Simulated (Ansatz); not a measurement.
## NaTl: frozen-core PAW against all-electron methods

```
CELL_PARAMETERS angstrom
0.00000 3.66059 3.73530
3.66059 0.00000 3.73530
3.66059 3.66059 0.00000
ATOMIC_POSITIONS crystal
Na 0.50000 0.50000 0.50000
Na 0.75000 0.75000 0.75000
Tl 0.00000 0.00000 0.00000
Tl 0.25000 0.25000 0.25000
```

Atom numbers follow the list: Na1, Na2, Tl3, Tl4.

Conventional cell: a = 5.177 Å, b = 5.177 Å, c = 7.471 Å, α = 90.00°, β = 90.00°, γ = 90.00°. Na (atom 1) is surrounded by 4 Na at 3.19 Å and 8 Tl at 3.19 to 3.66 Å. Around Tl (atom 3) lie 8 Na at 3.19 to 3.66 Å and 4 Tl at 3.19 Å.

The structure is an experimental refinement, used without relaxation. The listed cell was then made from it by scaling, straining or moving an atom.

No spin–orbit coupling, which matters for the heavy atoms here.

Levels of theory: DFT, PBEsol, PAW with Ansatz's default frozen-core files, scalar-relativistic (Ansatz 0.2.0); DFT, PBEsol, all-electron PAW with datasets made for the crystal, scalar-relativistic (Ansatz 0.2.0); DFT, PBEsol, all-electron LAPW, scalar-relativistic (Ansatz 0.2.0).

For PAW: a Γ-centred 10×10×10 k mesh, Fermi–Dirac smearing of 0.05 eV, cutoff 420 eV, no spin polarisation; the PAW files were made with PBE, and the program remakes their frozen cores for this functional. The crystal-made all-electron datasets (AE datasets) take a cutoff of 240 eV at this cell. LAPW targets a basis error of 1 meV/atom. The Ansatz runs share mesh, smearing and spin set-up. Plane-wave (PAW) pressures include the program's estimate of the Pulay term.

Stress and pressure are positive in compression.

The change that made this cell: equal xx and yy strain of -2 %.

Spin–orbit coupling is left out, which moves gradients at and beside heavy atoms by some per cent and at worst by a factor of two.

In a metal, gradients converge slowly with the k mesh: the values move by tens of per cent from one mesh to another, at times in sign, so only the comparison on one mesh counts.

| quantity | PAW | AE datasets | LAPW |
| --- | --- | --- | --- |
| pressure (GPa) | 1.14 | 1.13 | 1.13 |
| stress xx (GPa) | 1.18 | 1.18 | 1.18 |
| stress zz (GPa) | 1.04 | 1.04 | 1.04 |
| largest principal field gradient Vzz at Tl3 (10²¹ V/m²) | 0.71 | 0.70 | – |

PAW's pressure differs from the LAPW value by about 0.01 GPa or less.
